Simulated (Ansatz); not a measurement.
TaAlO₄:
Space group C2/m (No. 12); a = 12.154 Å, b = 3.782 Å, c = 6.454 Å, α = 90.00°, β = 107.73°, γ = 90.00°

```tsv
atom	site	symmetry	x	y	z
Ta	4i	m	0.1058	0.0000	0.2319
Al	4i	m	0.2991	0.5000	0.1795
O	4i	m	0.1415	0.5000	0.2021
O	4i	m	0.0574	0.0000	0.8650
O	4i	m	0.1412	0.0000	0.5251
O	4i	m	0.2623	0.0000	0.1423
```
(The calculation used a cell of 12 atoms; values per cell refer to that cell.)

Relaxed with PBEsol. DFT-PBEsol in the program Ansatz with PAW potentials gives a gap of 4.13 eV.

Q: What gap does HSE06 give on the same cell (Ansatz, PAW)?

A: 5.76 eV, 1.63 eV more. The hybrid was solved on a coarser mesh and at special points; its gap is the smallest among all of these.

```
k   v1 PBEsol  c1 PBEsol  v1 HSE06  c1 HSE06
--  ---------  ---------  --------  --------
Γ       -0.37       4.37       [?]       [?]
Y2      -0.31       4.20       [?]       [?]
A       -0.57       4.13     -0.58      5.76
M2      -0.28       4.43     -0.30      6.07
V2      -0.13       4.62     -0.14      6.29
L2      -0.07       4.60       [?]       [?]
C       -0.16       4.59     -0.17      6.26
D       -0.02       4.56       [?]       [?]
```

Q: Top valence (v1) and lowest conduction level (c1) in eV from each method's valence maximum (which need not be a listed point): supply the withheld HSE06 values.

A: 
- Y2, v1 HSE06: -0.33
- Y2, c1 HSE06: 5.83
- D, v1 HSE06: -0.02
- D, c1 HSE06: 6.24
- L2, v1 HSE06: -0.07
- L2, c1 HSE06: 6.28
- Γ, v1 HSE06: -0.40
- Γ, c1 HSE06: 6.01

Cost on shared cores: the PBEsol run (SCF on a 8×8×5 mesh, then bands and DOS) around 4 core-minutes (rough), the HSE06 run (SCF on 5×5×3, then a few points) around 14 core-minutes (rough); the tasks are unlike.

The first step of the workflow began from a Materials Project structure, measured or hypothetical; the Crystallography Open Database files this formula in space group No. 12, but the cells were not matched. Its standing as an ambient phase is unchecked. The cell was relaxed with PBEsol under the symmetry of its start; whether a distortion lowers the energy is not shown. No spin polarisation was allowed. Scalar-relativistic: spin–orbit coupling is off unless named, which matters more the heavier the elements.

Potentials: the later of the program's two PAW sets.
